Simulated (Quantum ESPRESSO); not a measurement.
Sn3MoAlTi2Zr, input and log of a self-consistent run

A calculation, not a measurement. The program is pw.x of Quantum ESPRESSO 7.5 (plane-wave density functional theory). The cell is made up: eight metal atoms on a hexagonal close-packed lattice, with elements, volume, strain and displacements drawn at random and not relaxed, so it may be unstable or far from any real phase. PseudoDojo standard norm-conserving files set the functional (PBE unless stated); there is no spin polarisation or spin-orbit coupling, the Fermi-Dirac width of 0.25 eV means electrons at about 2900 K, and the masses in the input are unused placeholders. The tin pseudopotential is less sure than most, with forces differing by about three percent from a second method on plain tin. A spin test at this wide smearing found no moment, but such smearing suppresses magnetism that the real alloy may have.

Input:

```
&control calculation='scf', pseudo_dir='./dojo.nc.sr.pbe.v0_5.standard.upf', outdir='./o', disk_io='minimal', tprnfor=.true., tstress=.true. /
&system ibrav=0, nat=8, ntyp=5, nbnd=61, ecutwfc=84.00895049, nosym=.true., tot_charge=0,
 occupations='smearing', smearing='fd', degauss=0.0183746611
/
&electrons conv_thr=1.470e-08, electron_maxstep=70, mixing_beta=0.5 /
ATOMIC_SPECIES
Al 1.0 Al.upf
Mo 1.0 Mo.upf
Sn 1.0 Sn.upf
Ti 1.0 Ti.upf
Zr 1.0 Zr.upf
CELL_PARAMETERS angstrom
0.0 0.0 -4.8811
0.0 5.0799 0.0
5.8657 0.0 0.0
ATOMIC_POSITIONS angstrom
Sn 0.1208 -0.0783 0.0127
Mo 2.9905 0.0161 -0.0394
Al 1.5046 2.5373 0.013
Sn 4.4497 2.5432 0.0007
Ti -0.0195 1.6655 -2.3842
Zr 2.9657 1.6918 -2.4132
Ti 1.4267 4.1432 -2.4587
Sn 4.3318 4.2248 -2.4245
K_POINTS automatic
5 5 4 1 1 1
```

The log is shortened where brackets say so; the opening notice, blank lines, dates and the lines on written files are dropped, and the path of the files is cut. It prints rydbergs, bohrs and kilobars, and counts compression as positive stress. Its total energy is the free energy E - TS of the whole cell.

```
     Program PWSCF v.7.5
     Parallel version (MPI & OpenMP), running on       4 processor cores
     Number of MPI processes:                 4
     Threads/MPI process:                     1
     [start-up lines left out]
     bravais-lattice index     =            0
     lattice parameter (alat)  =       9.2239  a.u.
     unit-cell volume          =     981.4978 (a.u.)^3
     number of atoms/cell      =            8
     number of atomic types    =            5
     number of electrons       =        95.00
     number of Kohn-Sham states=           61
     kinetic-energy cutoff     =      84.0090  Ry
     charge density cutoff     =     336.0358  Ry
     scf convergence threshold =      1.5E-08
     mixing beta               =       0.5000
     number of iterations used =            8  plain     mixing
     Exchange-correlation= PBE
                           (   1   4   3   4   0   0   0)
     [axes and pseudopotential details left out]
   Cartesian axes
     site n.     atom                  positions (alat units)
         1        Sn     tau(   1) = (   0.0247485  -0.0160415   0.0026019  )
         2        Mo     tau(   2) = (   0.6126693   0.0032984  -0.0080720  )
         3        Al     tau(   3) = (   0.3082502   0.5198214   0.0026633  )
         4        Sn     tau(   4) = (   0.9116183   0.5210301   0.0001434  )
         5        Ti     tau(   5) = (  -0.0039950   0.3412141  -0.4884555  )
         6        Zr     tau(   6) = (   0.6075885   0.3466022  -0.4943968  )
         7        Ti     tau(   7) = (   0.2922907   0.8488251  -0.5037184  )
         8        Sn     tau(   8) = (   0.8874639   0.8655426  -0.4967118  )
     number of k points=    50  Fermi-Dirac smearing, width (Ry)=  0.0184
                       cart. coord. in units 2pi/alat
        k(    1) = (   0.1040178   0.0960865  -0.1000000), wk =   0.0400000
        k(    2) = (   0.3120535   0.0960865  -0.1000000), wk =   0.0400000
     [further k points left out]
     Dense  grid:   102073 G-vectors     FFT dimensions: (  54,  60,  72)
     Estimated max dynamical RAM per process >     320.95 MB
     Estimated total dynamical RAM >       1.18 GB
     Initial potential from superposition of free atoms
     starting charge      94.9860, renormalised to      95.0000
     Starting wfcs are   71 randomized atomic wfcs
     total cpu time spent up to now is        5.4 secs
     per-process dynamical memory:   253.5 Mb
     Self-consistent Calculation
     iteration #  1     ecut=    84.01 Ry     beta= 0.50
     Davidson diagonalization with overlap
     ethr =  1.00E-02,  avg # of iterations =  2.0
     total cpu time spent up to now is       15.4 secs
     total energy              =    -955.59937974 Ry
     estimated scf accuracy    <       1.91145131 Ry
     iteration #  2     ecut=    84.01 Ry     beta= 0.50
     Davidson diagonalization with overlap
     ethr =  2.01E-03,  avg # of iterations =  4.6
     total cpu time spent up to now is       27.8 secs
     total energy              =    -955.46359084 Ry
     estimated scf accuracy    <      18.29713493 Ry
     iteration #  3     ecut=    84.01 Ry     beta= 0.50
     Davidson diagonalization with overlap
     ethr =  2.01E-03,  avg # of iterations =  3.9
     total cpu time spent up to now is       38.4 secs
     total energy              =    -956.60937961 Ry
     estimated scf accuracy    <       1.36041088 Ry
     iteration #  4     ecut=    84.01 Ry     beta= 0.50
     Davidson diagonalization with overlap
     ethr =  1.43E-03,  avg # of iterations =  2.6
     total cpu time spent up to now is       48.0 secs
     total energy              =    -956.69737516 Ry
     estimated scf accuracy    <       0.23343401 Ry
     iteration #  5     ecut=    84.01 Ry     beta= 0.50
     Davidson diagonalization with overlap
     ethr =  2.46E-04,  avg # of iterations =  7.2
     total cpu time spent up to now is       59.8 secs
     total energy              =    -956.71850677 Ry
     estimated scf accuracy    <       0.02284248 Ry
     [iterations 6 to 11 left out]
     iteration # 12     ecut=    84.01 Ry     beta= 0.50
     Davidson diagonalization with overlap
     ethr =  5.23E-09,  avg # of iterations =  5.7
     total cpu time spent up to now is      132.3 secs
     total energy              =    -956.72477324 Ry
     estimated scf accuracy    <       0.00000135 Ry
     iteration # 13     ecut=    84.01 Ry     beta= 0.50
     Davidson diagonalization with overlap
     ethr =  1.42E-09,  avg # of iterations =  2.2
     total cpu time spent up to now is      141.6 secs
     total energy              =    -956.72477345 Ry
     estimated scf accuracy    <       0.00000025 Ry
     iteration # 14     ecut=    84.01 Ry     beta= 0.50
     Davidson diagonalization with overlap
     ethr =  2.68E-10,  avg # of iterations =  2.0
     total cpu time spent up to now is      150.5 secs
     total energy              =    -956.72477347 Ry
     estimated scf accuracy    <       0.00000003 Ry
     iteration # 15     ecut=    84.01 Ry     beta= 0.50
     Davidson diagonalization with overlap
     ethr =  2.97E-11,  avg # of iterations =  3.2
     total cpu time spent up to now is      160.9 secs
     total energy              =    -956.72477347 Ry
     estimated scf accuracy    <       0.00000002 Ry
     iteration # 16     ecut=    84.01 Ry     beta= 0.50
     Davidson diagonalization with overlap
     ethr =  1.75E-11,  avg # of iterations =  1.8
     total cpu time spent up to now is      169.3 secs
     End of self-consistent calculation
     [lines on levels left out]
!    total energy              =    -956.72477347 Ry
     estimated scf accuracy    <          1.1E-09 Ry
     smearing contrib. (-TS)   =      -0.11141543 Ry
     internal energy E=F+TS    =    -956.61335804 Ry
     The total energy is F=E-TS. E is the sum of the following terms:
     one-electron contribution =    -253.79939768 Ry
     hartree contribution      =     186.22440865 Ry
     xc contribution           =    -210.81394177 Ry
     ewald contribution        =    -678.22442725 Ry
     convergence has been achieved in  16 iterations
     Forces acting on atoms (cartesian axes, Ry/au):
     atom    1 type  3   force =     0.03797403    0.04011029    0.00211645
     atom    2 type  2   force =    -0.02407747   -0.02048165    0.00734181
     atom    3 type  1   force =     0.01040613   -0.00259361    0.00167520
     atom    4 type  3   force =    -0.01230508   -0.04646737    0.01467077
     atom    5 type  4   force =     0.01652849   -0.00932684   -0.00889808
     atom    6 type  5   force =    -0.05081314   -0.00049108   -0.01100818
     atom    7 type  4   force =     0.01165344    0.01927823    0.00587714
     atom    8 type  3   force =     0.01063360    0.01997203   -0.01177511
     Total force =     0.105297     Total SCF correction =     0.000065
     Computing stress (Cartesian axis) and pressure
          total   stress  (Ry/bohr**3)                   (kbar)     P=      106.54
   0.00058760  -0.00006734  -0.00000532           86.44       -9.91       -0.78
  -0.00006734   0.00085234   0.00001122           -9.91      125.38        1.65
  -0.00000532   0.00001122   0.00073275           -0.78        1.65      107.79
     init_run     :      4.91s CPU      5.13s WALL (       1 calls)
     electrons    :    163.06s CPU    163.97s WALL (       1 calls)
     forces       :      1.58s CPU      1.62s WALL (       1 calls)
     stress       :      5.42s CPU      5.42s WALL (       1 calls)
     [timing details left out]
     PWSCF        :   2m55.22s CPU   2m56.46s WALL
     JOB DONE.
```

In other units: free energy -13016.904 eV for the cell, pressure 10.65 GPa, largest force component 1.306 eV/Å in size. The run took 178 s of wall time with four MPI processes on a shared machine (Intel Xeon, 2023 or later, virtual cores), so the time is rough. A rerun of this cell at a higher cutoff and on a denser mesh moved values by no more than 0.002 eV in energy, 0.10 GPa in stress and 0.008 eV/Å in force, and a second program with other atomic files agreed on that cell to 2 % rms in force and 0.5 GPa in pressure.